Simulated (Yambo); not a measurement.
BaZnAsF (space group P4/nmm, No. 129), G0W0@LDA in Yambo with this input:

```
rim_cut
gw0
dyson
el_el_corr
HF_and_locXC
ppa
em1d
RandQpts= 1000000
RandGvec= 1 Ry
EXXRLvcs= 84 Ry
VXCRLvcs= 336 Ry
Chimod= "HARTREE"
% BndsRnXp
 9 | 277 |
%
NGsBlkXp= 7 Ry
% LongDrXp
 1.0 | 1.0 | 1.0 |
%
PPAPntXp= 27.2114 eV
% GbndRnge
 1 | 277 |
%
GTermKind= "BG"
DysSolver= "n"
ExtendOut
```

On a 2×2×1 mesh, with wavefunctions cut at 84 Ry, the gap (Γ → Γ) is 1.398 eV and the valence edge shifts by -0.597 eV.

Q: What happens with this change: exchange cut at 20 Ry?

A: The gap rises by 0.061 eV, to 1.459 eV; the shift of the valence edge becomes -0.155 eV. Neither run is shown to be the converged limit.

The standard potential for As keeps a d shell in the valence without the s and p states of that shell. In tests on such compounds this moved G0W0 gaps by up to about 0.9 eV, so absolute quasiparticle energies here are unreliable; differences between settings are what counts.

Spin-orbit coupling is not included.

Geometry of the Materials Project entry, not relaxed at this level; primitive cell a = b = 4.299 Å, c = 9.622 Å, α = β = γ = 90.00°.

The structure is a Materials Project entry; no match was found in the copy of COD used, and its stability was not checked.

A shift is the quasiparticle energy of the state minus its LDA energy.
